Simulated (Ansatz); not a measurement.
Relaxed Au (fcc, Cu type):

```xyz
4
Lattice="4.1241 0.0000 0.0000 0.0000 4.1241 0.0000 0.0000 0.0000 4.1241" Properties=species:S:1:pos:R:3 pbc="T T T"
Au     0.0000     0.0000     0.0000
Au     2.0620     2.0620     0.0000
Au     2.0620     0.0000     2.0620
Au     0.0000     2.0620     2.0620
```

Scan: atom 3 (Au, nearest neighbour Au at 2.916 Å; its periodic images, 4.1 Å or more away, move with it) is displaced along Cartesian z, direction (0.000, 0.000, 1.000) in Cartesian axes, by s. The other atoms stay.

The numbers are results of r2SCAN (plane waves to 500 eV, PAW, scalar-relativistic; Ansatz, a program for electronic structure), not measurements. k mesh 9×9×9 (Γ-centred), Fermi-Dirac smearing 0.05 eV. Energies are smeared free energies. With partly filled bands, energies and forces of such displacements shift with the k mesh and the smearing. On this mesh the relaxed cell isn't quite at rest: it carries a pressure of -0.1 GPa (compression positive) at the zero of the scan. Au was relaxed with its symmetry unable to fall. Spin-orbit coupling is left out, though Au is heavy. The zero of ΔE is the undisplaced structure.

The scan covers s from -0.290 to 0.290 Å in 11 points.

Task: Is the energy the same for equal positive and negative displacements?

Result: Even: the same for both signs. With its periodic images moving along, the atom's site symmetry in this cell is m-3m.

Task: What is the force constant k = d²E/ds² of this move at s = 0?

Result: 5.66 eV/Å².

(A displaced cell: forces are minus the slopes of the energy, force constants its curvatures, and phonons follow from these.)
